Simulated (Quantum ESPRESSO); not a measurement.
# In5RuReHf: input and log of a self-consistent run

Simulated, not a measurement. The program is pw.x of Quantum ESPRESSO 7.5 (plane-wave density functional theory). The cell is made up: eight metal atoms on a face-centred cubic lattice, with elements, volume, strain and displacements drawn at random and not relaxed, so it may be unstable or far from any real phase. PseudoDojo standard norm-conserving files set the functional (PBE unless stated); there is no spin polarisation or spin-orbit coupling, the Fermi-Dirac width of 0.25 eV means electrons at about 2900 K, and the masses in the input are unused placeholders. Heavy elements are run without spin-orbit coupling, which real alloys of them have. A spin test at this wide smearing found no moment, but such smearing suppresses magnetism that the real alloy may have.

Input:

```
&control calculation='scf', pseudo_dir='./dojo.nc.sr.pbe.v0_5.standard.upf', outdir='./o', disk_io='minimal', tprnfor=.true., tstress=.true. /
&system ibrav=0, nat=8, ntyp=4, nbnd=66, ecutwfc=84.00895049, nosym=.true., tot_charge=0,
 occupations='smearing', smearing='fd', degauss=0.0183746611
/
&electrons conv_thr=1.470e-08, electron_maxstep=70, mixing_beta=0.5 /
ATOMIC_SPECIES
Hf 1.0 Hf.upf
In 1.0 In.upf
Re 1.0 Re.upf
Ru 1.0 Ru.upf
CELL_PARAMETERS angstrom
2.2139 4.462 2.1926
2.1842 -4.4784 2.2551
4.4908 0.0461 -4.5403
ATOMIC_POSITIONS angstrom
In 0.0976 0.0377 0.0873
Ru 2.2609 0.1044 -2.2855
In 2.0962 -2.2562 0.0131
Re 4.4826 -2.2245 -2.3058
Hf 2.3032 2.275 -0.0929
In 4.3996 2.277 -2.2722
In 2.2082 -0.0465 2.1369
In 4.4142 0.101 -0.0649
K_POINTS automatic
5 5 4 1 1 1
```

The log is shortened where brackets say so; the opening notice, blank lines, dates and the lines on written files are dropped, and the path of the files is cut. It prints rydbergs, bohrs and kilobars, and counts compression as positive stress. Its total energy is the free energy E - TS of the whole cell.

```
     Program PWSCF v.7.5
     Parallel version (MPI & OpenMP), running on       4 processor cores
     Number of MPI processes:                 4
     Threads/MPI process:                     1
     [start-up lines left out]
     bravais-lattice index     =            0
     lattice parameter (alat)  =      10.2844  a.u.
     unit-cell volume          =    1204.8480 (a.u.)^3
     number of atoms/cell      =            8
     number of atomic types    =            4
     number of electrons       =       108.00
     number of Kohn-Sham states=           66
     kinetic-energy cutoff     =      84.0090  Ry
     charge density cutoff     =     336.0358  Ry
     scf convergence threshold =      1.5E-08
     mixing beta               =       0.5000
     number of iterations used =            8  plain     mixing
     Exchange-correlation= PBE
                           (   1   4   3   4   0   0   0)
     [axes and pseudopotential details left out]
   Cartesian axes
     site n.     atom                  positions (alat units)
         1        In     tau(   1) = (   0.0179337   0.0069273   0.0160411  )
         2        Ru     tau(   2) = (   0.4154333   0.0191832  -0.4199535  )
         3        In     tau(   3) = (   0.3851702  -0.4145697   0.0024071  )
         4        Re     tau(   4) = (   0.8236638  -0.4087450  -0.4236836  )
         5        Hf     tau(   5) = (   0.4232058   0.4180242  -0.0170701  )
         6        In     tau(   6) = (   0.8084128   0.4183917  -0.4175097  )
         7        In     tau(   7) = (   0.4057499  -0.0085442   0.3926487  )
         8        In     tau(   8) = (   0.8110955   0.0185584  -0.0119252  )
     number of k points=    50  Fermi-Dirac smearing, width (Ry)=  0.0184
                       cart. coord. in units 2pi/alat
        k(    1) = (   0.1994783  -0.0003308   0.0474679), wk =   0.0400000
        k(    2) = (   0.3509863  -0.0018815  -0.1023563), wk =   0.0400000
     [further k points left out]
     Dense  grid:   125311 G-vectors     FFT dimensions: (  64,  64,  72)
     Estimated max dynamical RAM per process >     424.03 MB
     Estimated total dynamical RAM >       1.57 GB
     Initial potential from superposition of free atoms
     starting charge     107.9776, renormalised to     108.0000
     Starting wfcs are   75 randomized atomic wfcs
     total cpu time spent up to now is        7.7 secs
     per-process dynamical memory:   323.6 Mb
     Self-consistent Calculation
     iteration #  1     ecut=    84.01 Ry     beta= 0.50
     Davidson diagonalization with overlap
     ethr =  1.00E-02,  avg # of iterations =  3.0
     Threshold (ethr) on eigenvalues was too large:
     Diagonalizing with lowered threshold
     Davidson diagonalization with overlap
     ethr =  6.44E-04,  avg # of iterations =  2.0
     total cpu time spent up to now is       38.2 secs
     total energy              =   -1152.49252301 Ry
     estimated scf accuracy    <       0.71573885 Ry
     iteration #  2     ecut=    84.01 Ry     beta= 0.50
     Davidson diagonalization with overlap
     ethr =  6.63E-04,  avg # of iterations =  6.1
     total cpu time spent up to now is       56.6 secs
     total energy              =   -1152.16078390 Ry
     estimated scf accuracy    <      12.97721301 Ry
     iteration #  3     ecut=    84.01 Ry     beta= 0.50
     Davidson diagonalization with overlap
     ethr =  6.63E-04,  avg # of iterations =  4.0
     total cpu time spent up to now is       74.1 secs
     total energy              =   -1152.83604613 Ry
     estimated scf accuracy    <       0.27265021 Ry
     iteration #  4     ecut=    84.01 Ry     beta= 0.50
     Davidson diagonalization with overlap
     ethr =  2.52E-04,  avg # of iterations =  2.0
     total cpu time spent up to now is       88.8 secs
     total energy              =   -1152.84338108 Ry
     estimated scf accuracy    <       0.35384061 Ry
     iteration #  5     ecut=    84.01 Ry     beta= 0.50
     Davidson diagonalization with overlap
     ethr =  2.52E-04,  avg # of iterations =  2.0
     total cpu time spent up to now is      103.1 secs
     total energy              =   -1152.87527884 Ry
     estimated scf accuracy    <       0.06129973 Ry
     [iterations 6 to 7 left out]
     iteration #  8     ecut=    84.01 Ry     beta= 0.50
     Davidson diagonalization with overlap
     ethr =  1.05E-06,  avg # of iterations =  1.9
     total cpu time spent up to now is      151.0 secs
     total energy              =   -1152.88054241 Ry
     estimated scf accuracy    <       0.00013358 Ry
     iteration #  9     ecut=    84.01 Ry     beta= 0.50
     Davidson diagonalization with overlap
     ethr =  1.24E-07,  avg # of iterations =  2.0
     total cpu time spent up to now is      165.4 secs
     total energy              =   -1152.88055330 Ry
     estimated scf accuracy    <       0.00000380 Ry
     iteration # 10     ecut=    84.01 Ry     beta= 0.50
     Davidson diagonalization with overlap
     ethr =  3.52E-09,  avg # of iterations =  4.5
     total cpu time spent up to now is      185.1 secs
     total energy              =   -1152.88055476 Ry
     estimated scf accuracy    <       0.00000139 Ry
     iteration # 11     ecut=    84.01 Ry     beta= 0.50
     Davidson diagonalization with overlap
     ethr =  1.29E-09,  avg # of iterations =  2.0
     total cpu time spent up to now is      200.1 secs
     total energy              =   -1152.88055490 Ry
     estimated scf accuracy    <       0.00000025 Ry
     iteration # 12     ecut=    84.01 Ry     beta= 0.50
     Davidson diagonalization with overlap
     ethr =  2.32E-10,  avg # of iterations =  2.0
     total cpu time spent up to now is      214.4 secs
     End of self-consistent calculation
     [lines on levels left out]
!    total energy              =   -1152.88055492 Ry
     estimated scf accuracy    <       0.00000001 Ry
     smearing contrib. (-TS)   =      -0.10764119 Ry
     internal energy E=F+TS    =   -1152.77291373 Ry
     The total energy is F=E-TS. E is the sum of the following terms:
     one-electron contribution =    -274.60237756 Ry
     hartree contribution      =     212.03259652 Ry
     xc contribution           =    -297.31917015 Ry
     ewald contribution        =    -792.88396254 Ry
     convergence has been achieved in  12 iterations
     Forces acting on atoms (cartesian axes, Ry/au):
     atom    1 type  2   force =    -0.03637285   -0.00114648   -0.00747183
     atom    2 type  4   force =    -0.00668982    0.00584142    0.00430413
     atom    3 type  2   force =     0.03568175   -0.00602764   -0.01058132
     atom    4 type  3   force =    -0.00815270   -0.00209665    0.00698344
     atom    5 type  1   force =    -0.00504116    0.00694734   -0.01450278
     atom    6 type  2   force =     0.00454211    0.01222550   -0.00032031
     atom    7 type  2   force =    -0.00538246    0.00201956    0.03589256
     atom    8 type  2   force =     0.02141512   -0.01776305   -0.01430390
     Total force =     0.075980     Total SCF correction =     0.000391
     Computing stress (Cartesian axis) and pressure
          total   stress  (Ry/bohr**3)                   (kbar)     P=      -82.83
  -0.00060832  -0.00011896   0.00000254          -89.49      -17.50        0.37
  -0.00011896  -0.00041900  -0.00002292          -17.50      -61.64       -3.37
   0.00000254  -0.00002292  -0.00066193            0.37       -3.37      -97.37
     init_run     :      7.29s CPU      7.55s WALL (       1 calls)
     electrons    :    205.38s CPU    206.70s WALL (       1 calls)
     forces       :      2.20s CPU      2.23s WALL (       1 calls)
     stress       :      7.64s CPU      7.65s WALL (       1 calls)
     [timing details left out]
     PWSCF        :   3m42.65s CPU   3m44.31s WALL
     JOB DONE.
```

In other units: free energy -15685.739 eV for the cell, pressure -8.28 GPa, largest force component 0.935 eV/Å in size. The run took 226 s of wall time with four MPI processes on a shared machine (Intel Xeon, 2023 or later, virtual cores), so the time is rough. A rerun of this cell at a higher cutoff and on a denser mesh moved values by no more than 0.004 eV in energy, 0.03 GPa in stress and 0.003 eV/Å in force, and a second program with other atomic files agreed on that cell to 2 % rms in force and 0.5 GPa in pressure.